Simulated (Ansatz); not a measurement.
The start is a generated cell, Te2Mo placed in the AFLOW prototype AB2_hP9_180_d_j (C40, as in CrSi2). The structure is fully relaxed (lattice and positions, P = 0) with r2SCAN (plane waves to 500 eV, PAW, scalar-relativistic; Ansatz, an electronic-structure program). The first steps use a coarse 5×5×3 k-mesh.

Starting cell:
```
Te2Mo
1.0
    6.11590     0.00000     0.00000
   -3.05795     5.29652     0.00000
    0.00000     0.00000     8.79630
Mo Te
3 6
Cartesian
  3.05795   0.00000   0.00000
  1.52897   2.64826   2.93210
 -1.52897   2.64826   5.86420
  0.00000   1.75410   0.00000
  4.59680   0.87705   2.93210
  1.53885   4.41947   5.86420
  3.05795   3.54242   0.00000
 -1.53885   4.41947   2.93210
  1.51910   0.87705   5.86420
```

```json
{
 "initial_pressure": "-14.9 GPa (negative: the cell is under tension)",
 "outcome": "The space group stays P6₂22 (No. 180) (the run could not lower it); the end is AFLOW prototype AB2_hP9_180_d_j (C40, as in CrSi2), with 9 atoms in the primitive cell",
 "Shortest distances (start → end)": "The closest pairs of elements (up to four, under 3.6 Å), start → end: Mo–Te 3.43 → 2.96 Å; Te–Te 3.42 → 2.96 Å",
 "band_gap_at_the_end": "zero (metallic)",
 "optimiser_moves": "10"
}
```

Relaxed structure:

Space group P6₂22 (No. 180); a = b = 5.218 Å, c = 8.565 Å, α = β = 90.00°, γ = 120.00°

```csv
atom,site,symmetry,x,y,z
Mo,3c,222,0.5000,0.0000,0.0000
Te,6i,..2,0.1730,0.3459,0.0000
```

Final values are on a 10×10×6 k-mesh of the relaxed cell. The relaxed cell holds bonded Te–Te pairs (2.96 Å). No spin polarisation in the result. A magnetic state may lie lower.

The run could not lose the symmetry of its start, so the end can be a saddle point.

The relaxed structure here is a generated cell of Te2Mo: the first start was made by placing the elements on the sites of a structure type, and the end was not matched to a known phase here, so it may be hypothetical. Known forms of Te2Mo include space group No. 194.
